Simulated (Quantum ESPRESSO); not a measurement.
```cif
data_O4Sn2
_chemical_formula_sum 'O4 Sn2'
_space_group_name_H-M_alt 'P 1'
_space_group_IT_number 1
_cell_length_a 4.76647
_cell_length_b 4.76647
_cell_length_c 3.21179
_cell_angle_alpha 90.000
_cell_angle_beta 90.000
_cell_angle_gamma 90.000
loop_
_space_group_symop_operation_xyz
  'x, y, z'
loop_
_atom_site_label
_atom_site_type_symbol
_atom_site_fract_x
_atom_site_fract_y
_atom_site_fract_z
_atom_site_occupancy
O1 O 0.19368 0.80632 0.50000 1
O2 O 0.80632 0.19368 0.50000 1
O3 O 0.69368 0.69368 0.00000 1
O4 O 0.30632 0.30632 0.00000 1
Sn1 Sn 0.50000 0.50000 0.50000 1
Sn2 Sn 0.00000 0.00000 0.00000 1
```

Cell and atoms were relaxed with PBEsol from Materials Project entry mp-856, within its symmetry.

Question: What does PBE (pw.x of Quantum ESPRESSO, ONCV potentials, no spin-orbit coupling) give for the electronic structure near the Fermi level?

Answer: The PBE gap is direct, 1.03 eV at Γ. Spin-orbit splittings are left out.
